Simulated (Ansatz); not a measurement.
Start of a relaxation of Zr₄B:

```cif
data_structure
_symmetry_space_group_name_H-M 'Cmmm'
_symmetry_Int_Tables_number 65
_cell_length_a 6.6149
_cell_length_b 6.9461
_cell_length_c 2.9700
_cell_angle_alpha 90.000
_cell_angle_beta 90.000
_cell_angle_gamma 90.000
_cell_volume 136.47
loop_
_atom_site_label
_atom_site_type_symbol
_atom_site_symmetry_multiplicity
_atom_site_Wyckoff_symbol
_atom_site_fract_x
_atom_site_fract_y
_atom_site_fract_z
_atom_site_occupancy
Zr1 Zr 4 j 0.50000 0.68940 0.50000 1
Zr2 Zr 4 g 0.28520 0.00000 0.00000 1
B1 B 2 a 0.00000 0.00000 0.00000 1
```

Computed with DFT PBE, scalar-relativistic, plane waves, PAW (Ansatz). Cutoff 420 eV, Gaussian smearing, Γ-centred meshes. Cell and atoms relax first on a coarse mesh and then on a finer one. In between, the cell is made exact in the group found at 0.06 Å. In metals the finer mesh still leaves noise of several meV/atom or more. The steps can't lower the symmetry of their start. No spin polarisation in the relaxation; trial moments died out in a coarse test.

A guess keeps its type if space group and coordination stay and the shape of the cell changes little (axis ratios within about 15 %, angles within 6°); the volume may change.

Q: Does it keep its structure type, or change into something else?

A: It doesn't keep its type. The symmetry stays Cmmm (No. 65). The volume per atom grows by 51.1 %, from 13.6 to 20.6 Å³. The shortest distance goes from 1.89 Å (Zr–B) to 2.34 Å (Zr–B). Counting neighbours within 15 % of an atom's shortest distance, the start has B 6, Zr 1/2 and the end B 6, Zr 1/2. In detail, at the end around Zr on a site of symmetry 2mm lie 2 B at 2.37 Å and 12 Zr at 3.26–3.40 Å; Zr on a site of symmetry m2m is surrounded by 1 B at 2.34 Å and 12 Zr at 3.26–3.40 Å; around B lie 6 Zr at 2.34–2.37 Å.

```xyz
5
Lattice="3.3081 -4.5776 0.0000 3.3081 4.5776 0.0000 0.0000 0.0000 3.4039" Properties=species:S:1:pos:R:3 pbc="T T T"
Zr    4.9599    0.0000    1.7020
Zr    1.6562    0.0000    1.7020
Zr    3.3081   -2.2352    0.0000
Zr    3.3081    2.2352    0.0000
B     0.0000    0.0000    0.0000
```

The last run used an 8×8×12 mesh (in the run's order of axes) for its 5-atom cell and Gaussian smearing of 0.10 eV. Symmetry constrained the relaxation, so the result can be a saddle point. Another cell of Zr4B relaxed alike, in P-3m1, lies 18 meV/atom lower, so this cell isn't the stable form at this level.

In counts of neighbours, a slash parts the counts of unlike sites.
